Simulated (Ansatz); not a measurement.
Consider the following.

NbAl$_{3}$:
```xyz
4
Lattice="-1.9171 1.9171 4.2886 1.9171 -1.9171 4.2886 1.9171 1.9171 -4.2886" Properties=species:S:1:pos:R:3 pbc="T T T"
Al     0.0000     0.0000     4.2886
Al     0.0000     1.9171     2.1443
Al     1.9171     0.0000     2.1443
Nb     0.0000     0.0000     0.0000
```

This is the r²SCAN-relaxed structure.

Q: All from DFT-r²SCAN in the program Ansatz with PAW potentials, unless another level is named. Give the highest zone-centre frequency.

A: 366 cm^-1.

Q: What about the bulk modulus (Birch–Murnaghan fit)?

A: 136 GPa.

Space group I4/mmm. The workflow started from a Materials Project entry (that database holds measured and hypothetical structures alike); the Crystallography Open Database copy checked does not list it. With Al and Nb taken as one species the cell has the higher symmetry I4/mmm, so it may be an ordered model of a mixed-site phase. Whether it is the stable phase at ambient conditions was not checked. Symmetry was held in the r²SCAN relaxation; of distortions, only those at the zone centre were tested. No spin polarisation was allowed. As this level gives no gap, phonon frequencies hold no LO–TO term and depend on the k-mesh and smearing (Fermi–Dirac, 0.1 eV here).

Potentials: the later of the program's two PAW sets.
